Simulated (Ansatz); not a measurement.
Input and command of a plane-wave DFT calculation in Ansatz:

```yaml
crystal:
  lattice:
    - [7.1747300958, 0.0, 0.0]
    - [0.0, 6.3274197456, 0.0]
    - [0.0, 0.0, 24.0260884711]
  atoms:
    - { symbol: O, position: [0.25, 0.5267463578, 0.3329713869] }
    - { symbol: O, position: [0.75, 0.5267463578, 0.3329713869] }
    - { symbol: O, position: [0.0, 0.9554113491, 0.3459014487] }
    - { symbol: O, position: [0.5, 0.9554113491, 0.3459014487] }
    - { symbol: Hf, position: [0.25, 0.8214384713, 0.3701851438] }
    - { symbol: Hf, position: [0.75, 0.8214384713, 0.3701851438] }
    - { symbol: Hf, position: [0.0, 0.3214384713, 0.3701851438] }
    - { symbol: Hf, position: [0.5, 0.3214384713, 0.3701851438] }
    - { symbol: O, position: [0.25, 0.1874655935, 0.3944688388] }
    - { symbol: O, position: [0.75, 0.1874655935, 0.3944688388] }
    - { symbol: O, position: [0.0, 0.6161305848, 0.4073989006] }
    - { symbol: O, position: [0.5, 0.6161305848, 0.4073989006] }
    - { symbol: O, position: [0.2531095237, 0.8523536418, 0.4561217904] }
    - { symbol: O, position: [0.7468904763, 0.8523536418, 0.4561217904] }
    - { symbol: O, position: [0.0, 0.2578512166, 0.4564765503] }
    - { symbol: O, position: [0.5, 0.2636544573, 0.4624371038] }
    - { symbol: Hf, position: [0.2382943661, 0.1525472882, 0.4899632666] }
    - { symbol: Hf, position: [0.7617056339, 0.1525472882, 0.4899632666] }
    - { symbol: Hf, position: [0.0, 0.6813213491, 0.4901646338] }
    - { symbol: Hf, position: [0.5, 0.6051683696, 0.4926458667] }
    - { symbol: O, position: [0.2281406711, 0.4949567604, 0.5100759957] }
    - { symbol: O, position: [0.7718593289, 0.4949567604, 0.5100759957] }
    - { symbol: O, position: [0.0, 0.9778155548, 0.529668109] }
    - { symbol: O, position: [0.5, 0.8871813103, 0.537528477] }
basis:
  ecutwfc: 420
kpoints:
  mp_grid: { grid: [2, 3, 1] }
hamiltonian:
  xc: pbe
  dispersion: d3bj
scf:
  occupations: { method: gaussian, width: 0.05 }
output:
  forces: true
  eigenvalues: true
  write_density: true
  volumetric_format: npy
efield:
  axis: 3
  dipole_correction: true
  ramp_width: 0.04
```

```bash
ansatz run input.yaml --threads 4 --pin off --max-ram 10240MiB --backend cpu --events-out ev --progress --plain --runs-dir out
```

Processor: AMD EPYC 9R45 96-Core Processor (Zen 5), 4 threads, on a host shared with other jobs.

Task: Estimate time, memory and problem size.

Result: About 11 s on 4 threads of AMD EPYC 9R45 96-Core Processor (Zen 5) (shared host), peak memory 3 GiB. It solves 183 bands at 4 k points (the mesh reduced by the symmetry that the task leaves, which can be less than the crystal's) with about 21259 plane waves, in 9 SCF iterations.
